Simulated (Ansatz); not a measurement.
# Structure relaxation of ScF₃

Method: DFT r2SCAN, scalar-relativistic, plane waves, PAW in Ansatz.

The start is a database structure of ScF₃, space group Pm-3m (No. 221).

Input of the last, converged step (default PAW datasets):

```yaml
crystal:
  lattice:
    - [4.01245, 0.0, 0.0]
    - [0.0, 4.01245, 0.0]
    - [0.0, 0.0, 4.01245]
  atoms:
    - { symbol: Sc, position: [0.0, 0.0, 0.0] }
    - { symbol: F, position: [0.5, 0.0, 0.0] }
    - { symbol: F, position: [0.0, 0.5, 0.0] }
    - { symbol: F, position: [0.0, 0.0, 0.5] }
basis:
  ecutwfc: 500
kpoints:
  mp_grid: { grid: [6, 6, 6] }
hamiltonian:
  xc: r2scan
scf:
  occupations: { method: gaussian, width: 0.02 }
output:
  forces: true
  stress: true
  eigenvalues: true
relax:
  adjacent_minimum: "off"
  f_tol: 0.01
  max_steps: 80
  cell: { stress_tol: 0.05 }
```

Launched as:

```bash
ansatz run input.yaml --threads 1 --pin off --max-ram 2560MiB --backend cpu --events-out ev --progress --plain --runs-dir out
```

It took 14 s on 1 thread of Arm Neoverse V2, on a shared host, peak memory 0.45 GiB.

The program printed at the end:

```
SCF converged after 6 iterations
Free energy (F): -4578.201906 eV
Harris-Foulkes:  -4578.201906 eV  (|F-HF|=1.82e-12)
Internal energy: -4578.201906 eV  (E = F + TS)
E sigma→0 (E₀):  -4578.201906 eV
Fermi energy:    2.586285 eV
--- Per-component energies (eV) ---
  E_band       = -425.398638
  E_kinetic    = 886.577560
  E_local      = -3385.767060  (includes V_loc(G=0)·N_el)
  E_nonlocal   = 293.668585
  E_hartree    = 1282.096427
  E_xc         = -339.746414
  E_vxc        = -493.388723  (∫ρ·V_xc dr)
  E_paw        = -1571.196183  (= ΣΔE_a)
  E_vpaw       = -326.303304  (= ΣTr[D̂ρ^β])
  E_aug_tail   = 0.003330  (compensation charges beyond the density's cutoff)
  E_vtau       = 35.618089  (kinetic-family band-sum trace: ∫τ·v_τ [+ j·A + Jᵃ·Aᵃ] dr)
  E_ewald      = -1743.505486
  E_core_change = -0.332666  (= ΣΔE_core)
  E_smearing   =  0.000000  (= −TS)
  E_closure    = 0.000000  (closes the sum)
  Σ components = -4578.201906   (vs F -4578.201906, Δ=0.00e0)
--- Forces (eV/Å), atoms counted from 1 ---
  atom   1  Sc     0.00000000     0.00000000     0.00000000
  atom   2  F      0.00000000     0.00000000     0.00000000
  atom   3  F      0.00000000     0.00000000     0.00000000
  atom   4  F      0.00000000     0.00000000     0.00000000
  max |Σ_I F_I| component: 3.40e-30 eV/Å
--- Stress (GPa, compression-positive) ---
        0.004261       0.000000       0.000000
        0.000000       0.004261       0.000000
        0.000000       0.000000       0.004261
  P = ⅓ Tr σ = 0.0043 GPa (0.043 kbar)
--- Relaxed structure (3 steps of the walk, 3 accepted, 1 SCFs on fresh bases) ---
  F+E_penalty+E_count = -4578.20190557 eV   max|allowed force component| = 3.607e-30 eV/Å   (the final SCF, on the basis selected at the relaxed cell)
  cell:  # Å, volume = 65.4659 Å³
    - [4.030310, 0.000000, 0.000000]
    - [0.000000, 4.030310, 0.000000]
    - [0.000000, 0.000000, 4.030310]
  atoms:
    - { symbol: Sc, position: [0.000000, 0.000000, 0.000000] }
    - { symbol: F, position: [0.5, 0.000000, 0.000000] }
    - { symbol: F, position: [0.000000, 0.5, 0.000000] }
    - { symbol: F, position: [0.000000, 0.000000, 0.5] }
```

Absolute energies hang on the potentials; compare differences alone.

The result has space group Pm-3m (No. 221). Sc has 6 F at 2.02 Å; F is coordinated by 2 Sc at 2.02 Å.

A structure relaxed within its symmetry needn't be a true minimum.